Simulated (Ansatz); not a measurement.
## Property card for SnO₂

SnO$_{2}$:
```cif
data_O4Sn2
_chemical_formula_sum 'Sn2 O4'
_space_group_name_H-M_alt 'P 1'
_space_group_IT_number 1
_cell_length_a 3.53579
_cell_length_b 3.53579
_cell_length_c 5.45253
_cell_angle_alpha 90.000
_cell_angle_beta 90.000
_cell_angle_gamma 90.000
loop_
_space_group_symop_operation_xyz
  'x, y, z'
loop_
_atom_site_label
_atom_site_type_symbol
_atom_site_fract_x
_atom_site_fract_y
_atom_site_fract_z
_atom_site_occupancy
Sn1 Sn 0.00000 0.00000 0.00000 1
Sn2 Sn 0.50000 0.50000 0.50000 1
O1 O 0.00000 0.50000 0.17398 1
O2 O 0.00000 0.50000 0.67398 1
O3 O 0.50000 0.00000 0.32602 1
O4 O 0.50000 0.00000 0.82602 1
```

Space group P4_2/nmc (No. 137); conventional cell a = 3.5358 Å, b = 3.5358 Å, c = 5.4525 Å, α = 90.00°, β = 90.00°, γ = 90.00°.

Method: the program Ansatz at the HSE06 level (PAW). The cell and atoms are relaxed at this level. Other levels are named where they apply.

**Cell and energy**

```json
{
 "volume_per_atom": "11.36 Å³",
 "density": "7.34 g/cm³"
}
```

**Electronic structure**

```json
{
  "band_gap": "2.75 eV (indirect)",
  "valence_band_maximum": "at M",
  "conduction_band_minimum": "at Γ",
  "smallest_direct_gap_on_the_standard_path": "2.93 eV",
  "Gap with spin–orbit coupling": "2.75 eV (at the special points and the edges found without it)"
}
```

**Mechanics**

```json
{
 "Bulk modulus (Birch–Murnaghan fit)": "142 GPa",
 "Pressure derivative B′": "7.0"
}
```

**Charges**

```json
{
 "bader_charges": "Sn +2.60, O -1.30 e"
}
```

The cell is a constructed one: a structure type filled with these elements; neither database checked (COD, Materials Project) lists it. It is not the phase usual at ambient conditions (space group No. 136). Symmetry was held in the HSE06 relaxation; whether a distortion lowers the energy is not shown. The hybrid was solved on a coarse mesh, the path and, where they were found, the r²SCAN edge points; its band edges are the extreme levels among these. Spin–orbit coupling is left out wherever it is not named.

Potentials: the later of the program's two PAW sets.
